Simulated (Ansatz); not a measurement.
Te2Os:
```
CELL_PARAMETERS angstrom
      6.35911     0.00000     0.00000
      0.00000     6.35911     0.00000
      0.00000     0.00000     6.35911
ATOMIC_POSITIONS crystal
  Te 0.37183 0.37183 0.37183
  Te 0.12817 0.62817 0.87183
  Te 0.87183 0.12817 0.62817
  Te 0.62817 0.87183 0.12817
  Te 0.62817 0.62817 0.62817
  Te 0.87183 0.37183 0.12817
  Te 0.12817 0.87183 0.37183
  Te 0.37183 0.12817 0.87183
  Os 0.00000 0.00000 0.00000
  Os 0.50000 0.00000 0.50000
  Os 0.50000 0.50000 0.00000
  Os 0.00000 0.50000 0.50000
```

Relaxed with LDA. Special points in fractions of this cell's reciprocal vectors: Γ (0.000, 0.000, 0.000); X (0.000, 0.500, 0.000); M (0.500, 0.500, 0.000); R (0.500, 0.500, 0.500); X1 (0.500, 0.000, 0.000).

List the band energies nearest the Fermi level at these points for LDA in the plane-wave PAW code Ansatz.

In eV from the Fermi level; about four levels below and three above (degenerate sets whole), none deeper than 8.9 eV; points with the same levels are listed once.

```json
[
 {"k": "Γ", "below": "-0.31 -0.25 -0.25 -0.25", "above": "1.84 1.84 1.84"},
 {"k": "X", "below": "-0.34 -0.34 -0.09 -0.09", "above": "1.55 1.55 1.76 1.76"},
 {"k": "M", "below": "-0.35 -0.35 -0.35 -0.35", "above": "1.78 1.78 1.78 1.78"},
 {"k": "R", "below": "-0.99 -0.99 -0.99 -0.99", "above": "1.67 1.67 1.67 1.67"}
]
```

Space group Pa-3. The workflow started from an entry of the Crystallography Open Database (COD). Its standing as an ambient phase is unchecked. The cell was relaxed with LDA under the symmetry of its start; of distortions, only those at the zone centre were tested. No spin polarisation was allowed. Spin–orbit coupling is left out wherever it is not named.

Potentials: the later of the program's two PAW sets.
